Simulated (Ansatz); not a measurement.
An Ansatz input:

```yaml
crystal:
  lattice:
    - [2.3324620846, 0.0, 0.0]
    - [0.0, 2.3324620846, 0.0]
    - [0.0, 0.0, 2.3324620846]
  atoms:
    - { symbol: Mn, position: [0.0, 0.0, 0.0], spin: 1.699 }
hamiltonian:
  xc: r2scan
  pseudopotentials:
    kind: paw
    azcp:
      Mn: "pseudopotentials/Mn.paw.azcp"
basis:
  ecutwfc: 500
  fft_grid_basis: typed
kpoints:
  mp_grid: { grid: [22, 22, 22], shift: [0, 0, 0] }
magnetization:
  spin_polarized: true
scf:
  occupations: { method: fermi_dirac, width: 0.05 }
output:
  write_density: true
  write_potential: true
  elf: true
  volumetric_format: npy
```

Output

```
Engine: ansatz 0.2.0, x86_64-unknown-linux-gnu
Pseudopotentials: kind: paw
Pseudopotential: Mn, paw, valence charge 15, recommended cutoff 500 eV (meta_gga) 
Functional definition: r2SCAN
  parameter k0 = 0.174
  parameter k1 = 0.065
  parameter a1 = 4.9479
  exchange = r2scan_x(k0 = k0, k1 = k1, a1 = a1)
  correlation = r2scan_c
Crystal: 1 atoms, lattice volume = 12.689 Å³
Basis set: ecut = 500 eV, 341 PW (Γ), exchange–correlation on 72×72×72 points (64 copies of the dense FFT grid, shifted against one another)
Bands: 13, of which v1, the nominal top of the filled ones, is band 8 counted from 1 (7 counted from 0)
Symmetry: 48 space group operations
Space group: Pm-3m (ITA 221), of the structure as read, at distance tolerance 2.3e-5 Å
Magnetic group: BNS 221.92 (UNI 1594), of the structure as read, at distance tolerance 2.3e-5 Å
k-points: 364 of 10648
Non-local potential: Mn, projectors of the file, l = 0: 3, l = 1: 2, l = 2: 3, l = 3: 1
PAW form: soft (Blöchl's): semilocal exchange-correlation on the pseudo side does not see the compensation charge
PAW frozen core: Mn, regenerated for the run's functional (the file was generated under x = pbe(κ = 0.804, μ = 0.2195149727645171), c = pbe(β = 0.06672455060314922))
PAW one-centre angular grid: Mn, 590 points (default); XC on 160 Gauss nodes
Initial density: superposition of atomic densities (chi_scale 0.1, normalization cell)
Starting moments: Σ|m| = 1.699 μB on 1 of 1 site
Initial wavefunctions: pseudopotential atomic-orbital guess
Functional: x = r2scan, c = r2scan; τ floored in thin density (d = 2e-4 eV/Å³)
SCF iter   1: F=—  HF=-3902.071866 eV  |F-HF|=—  |Δ(HF+E_count)|=         —  Δρ=6.39e-2 (↑6.39e-2 ↓6.12e-2)  dr2=1.26e0  dr2_τ=6.63e-3  dr2_m=2.59e-2  M=1.484 μB ∫|m|=1.508 μB  β_m=1.00  ethr=3.10e-3  ⟨swp⟩=4.1  Hψ=44723  notcnv=0
Mixer restart at iter 1: flushing history
SCF iter   2: F=—  HF=-3901.719001 eV  |F-HF|=—  |Δ(HF+E_count)|=   3.53e-1  Δρ=3.20e-2 (↑1.06e-2 ↓3.20e-2)  dr2=9.03e-2  dr2_τ=5.09e-3  dr2_m=2.31e-2  M=1.526 μB ∫|m|=1.583 μB  β_m=1.00  ethr=3.10e-3  ⟨swp⟩=2.8  Hψ=21076  notcnv=0  defer=567  κ⁻¹=1.0e0(r=1)
SCF iter   3: F=—  HF=-3902.094985 eV  |F-HF|=—  |Δ(HF+E_count)|=         —  Δρ=1.90e-2 (↑1.90e-2 ↓1.35e-2)  dr2=2.76e-2  dr2_τ=3.59e-4  dr2_m=1.26e-2  M=1.613 μB ∫|m|=1.689 μB  β_m=1.00  ethr=6.02e-4  ⟨swp⟩=2.7  Hψ=17436  notcnv=0  defer=567
Mixer restart at iter 3: flushing history
...
SCF iter  14: F=—  HF=-3902.685668 eV  |F-HF|=—  |Δ(HF+E_count)|=   2.24e-7  Δρ=2.88e-6 (↑2.88e-6 ↓1.95e-6)  dr2=1.16e-10  dr2_τ=8.55e-12  dr2_m=6.31e-10  M=1.832 μB ∫|m|=1.926 μB  β_m=1.00  ethr=5.79e-12  ⟨swp⟩=3.1  Hψ=17414  notcnv=0  defer=611  κ⁻¹=2.7e-8(r=8)
SCF iter  15: F=-3902.685668 eV  HF=-3902.685668 eV  |F-HF|=5.93e-10  |Δ(HF+E_count)|=   1.78e-8  Δρ=4.28e-6 (↑4.28e-6 ↓1.43e-6)  dr2=3.02e-9  dr2_τ=1.28e-11  dr2_m=2.66e-10  M=1.832 μB ∫|m|=1.926 μB  ethr=1.00e-12  ⟨swp⟩=4.3  Hψ=37139  notcnv=0
SCF 1 converged in 15 iterations: F = -3902.685668 eV  dr2 = 3.02e-9
Initial density: read from a saved state, or passed on in memory by an earlier SCF of this step, an earlier step, the calling program or the single point that the run made first
Starting moments: Σ|m| = 1.699 μB on 1 of 1 site; this step starts from the density that it was given
Initial wavefunctions: those read from a saved state, or passed on in memory by an earlier step or the calling program
iter 1 solved again at ethr=2.01e-11 eV; its pass at ethr=6.67e-6 eV (dr2=3.02e-9 eV) is discarded
SCF iter   1: F=—  HF=-3902.685668 eV  |F-HF|=—  |Δ(HF+E_count)|=         —  Δρ=4.28e-6 (↑4.28e-6 ↓1.43e-6)  dr2=3.02e-9  dr2_τ=1.28e-11  dr2_m=2.66e-10  M=1.832 μB ∫|m|=1.926 μB  ethr=2.01e-11  ⟨swp⟩=1.0  Hψ=64976  notcnv=0
SCF iter   2: F=—  HF=-3902.795172 eV  |F-HF|=—  |Δ(HF+E_count)|=   1.10e-1  Δρ=7.98e-2 (↑7.98e-2 ↓1.31e-2)  dr2=5.65e-1  dr2_τ=2.83e-3  dr2_m=1.85e-1  M=2.502 μB ∫|m|=2.590 μB  ethr=6.67e-6  ⟨swp⟩=1.5  Hψ=67431  notcnv=0
SCF iter   3: F=—  HF=-3902.673913 eV  |F-HF|=—  |Δ(HF+E_count)|=   1.21e-1  Δρ=1.06e-2 (↑1.06e-2 ↓4.76e-3)  dr2=5.16e-3  dr2_τ=1.48e-4  dr2_m=6.52e-3  M=2.374 μB ∫|m|=2.463 μB  ethr=6.67e-6  ⟨swp⟩=1.7  Hψ=35002  notcnv=0
SCF iter   4: F=—  HF=-3902.685656 eV  |F-HF|=—  |Δ(HF+E_count)|=   1.17e-2  Δρ=2.26e-4 (↑2.26e-4 ↓2.10e-4)  dr2=3.31e-7  dr2_τ=1.38e-7  dr2_m=5.27e-6  M=1.840 μB ∫|m|=1.934 μB  ethr=6.67e-6  ⟨swp⟩=1.0  Hψ=27856  notcnv=0
an SCF towards Hund's moment on open shells that bore less, with the run's symmetry operations kept, reached no lower state that the run goes on to. This is no proof of a minimum
this state was not tested for a lower state beside it, because the mixer in use, unlike msr1, does not test its closes by its own steps (another_mixer; see scf.mixing.algorithm and scf.lower_state_search)
SCF converged after 15 iterations
Magnetization: 1.8320 μB (8.4160 up, 6.5840 down)
Absolute magnetization: 1.9265 μB (∫|ρ↑−ρ↓|, with the PAW one-centre terms)
Spin contamination: 0.0462 ħ² per cell (⟨S²⟩ above its minimum at these occupations)
Per-site moments (μB) at R_I (Å): [(1.8009356687353262, 0.9621406098974999)]
Free energy (F): -3902.685668 eV
Harris-Foulkes:  -3902.685668 eV  (|F-HF|=5.93e-10)
Internal energy: -3902.671382 eV  (E = F + TS)
E sigma→0 (E₀):  -3902.678525 eV
Entropy (-TS):   -0.014286 eV (-14.286 meV/atom)
Fermi energy:    16.713190 eV
--- Per-component energies (eV) ---
  E_band       = -223.173408
  E_kinetic    = 308.249928
  E_local      = -1818.406550  (includes V_loc(G=0)·N_el)
  E_nonlocal   = 244.629676
  E_hartree    = 754.992690
  E_xc         = -110.091566
  E_vxc        = -162.413288  (∫ρ·V_xc dr)
  E_paw        = -1311.180104  (= ΣΔE_a)
  E_vpaw       = -316.511621  (= ΣTr[D̂ρ^β])
  E_aug_tail   = -0.000004  (compensation charges beyond the density's cutoff)
  E_vtau       = 11.289990  (kinetic-family band-sum trace: ∫τ·v_τ [+ j·A + Jᵃ·Aᵃ] dr)
  E_ewald      = -1970.582410
  E_core_change = -0.283043  (= ΣΔE_core)
  E_smearing   = -0.014286  (= −TS)
  E_closure    = 0.000000  (closes the sum)
  Σ components = -3902.685668   (vs F -3902.685668, Δ=0.00e0)
--- Band table (eV; the first three rows and the last of 728) ---
  k-point 0 ↑: bands = ["-66.4573", "-33.5280", "-33.5280", "-33.5280", "8.7470", "12.9237", "12.9237", "17.2282", "17.2282", "17.2282", "36.8665", "36.8665", "36.8665"]
  k-point 1 ↑: bands = ["-66.4551", "-33.5430", "-33.5267", "-33.5267", "8.8142", "12.9365", "12.9664", "17.1913", "17.1913", "17.2311", "36.1047", "36.9616", "36.9616"]
  k-point 2 ↑: bands = ["-66.4489", "-33.5869", "-33.5229", "-33.5229", "9.0126", "12.9735", "13.0926", "17.0849", "17.0849", "17.2396", "34.5174", "37.2419", "37.2419"]
  k-point 363 ↓: bands = ["-63.4115", "-31.4039", "-31.4039", "-31.4039", "15.2006", "15.2006", "15.2006", "20.7865", "20.7865", "28.7085", "31.2478", "31.2478", "31.2478"]
```

Command:

```sh
ansatz run input.yaml --threads 1 --pin off --max-ram 3584MiB --backend cpu --events-out ev --progress --plain --runs-dir out
```

On 1 thread of Intel(R) Xeon(R) Platinum 8259CL CPU @ 2.50GHz (Skylake/Cascade Lake) (shared host) this took about 120 s of wall time and 120 s of CPU time.
